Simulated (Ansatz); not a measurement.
**Surface calculation: fcc Au (111), 5 layers**

The slab is cut from the fcc crystal, the stable phase, as relaxed on PAW files (17.97 Å³/atom), with 16 Å of vacuum and a dipole correction:

```
CELL_PARAMETERS angstrom
2.94010 0.00000 0.00000
-1.47005 2.54620 0.00000
0.00000 0.00000 25.60230
ATOMIC_POSITIONS crystal
Au 0.83333 0.16667 0.31247
Au 0.16667 0.83333 0.40624
Au 0.50000 0.50000 0.50000
Au 0.83333 0.16667 0.59376
Au 0.16667 0.83333 0.68753
```

Computed with Ansatz 0.2.0; functional PBE, scalar-relativistic. Settings: a Γ-centred 13×13×1 k mesh, Fermi–Dirac smearing of 0.05 eV, no spin polarisation. Methods: LAPW: all electrons, basis error target 1 meV/atom; PAW: frozen-core files, cutoff 420 eV.

The bulk energy comes from a cell in the slab's orientation on a 13×13×5 mesh. The surface energy is (E(slab) − N·E(bulk))/2A at zero smearing, the mean of both faces; thin slabs carry quantum-size effects.

Spin–orbit coupling is left out, which matters for the heavy atoms.

Q: As cut, the LAPW slab lies 0.671 eV above 5 atoms of bulk. What surface energy is that?

A: Over two faces of 7.49 Å² it is 44.8 meV/Å², and times 16.02 J/m² per eV/Å² that gives γ = 0.718 J/m².

Q: What do relaxation and the other method give, and what work function comes out?

A: 

```tsv
method	γ as cut (J/m²)	γ relaxed (J/m²)	Φ as cut (eV)	Φ relaxed (eV)
LAPW	0.718	0.716	5.08	5.09
PAW	0.718	0.716	5.08	5.09
```

Q: How do the spacings between the planes relax?

A: From the bottom face up: d12 +1.1 % of 2.401 Å, d23 -0.2 % of 2.401 Å, d34 -0.2 % of 2.401 Å, d45 +1.1 % of 2.401 Å.

Q: What changes if the images along the normal are cut off in place of the dipole correction?

A: LAPW then gives: no gap, work function 5.09 eV; PAW: no gap, work function 5.09 eV.

Q: What changes if relativity is switched off, at the same positions?

A: LAPW then gives: no gap, work function 4.30 eV.

Q: A 4f core hole is made on one atom of each kind in every 1×1 cell (PAW hole dataset, neutral cell, valence without spin). What does it cost by layer?

A: layer 1 84.55 eV, layer 2 84.90 eV, layer 3 84.95 eV. Shifts between layers mean more than the absolute values, and a whole layer of holes screens otherwise than one hole.
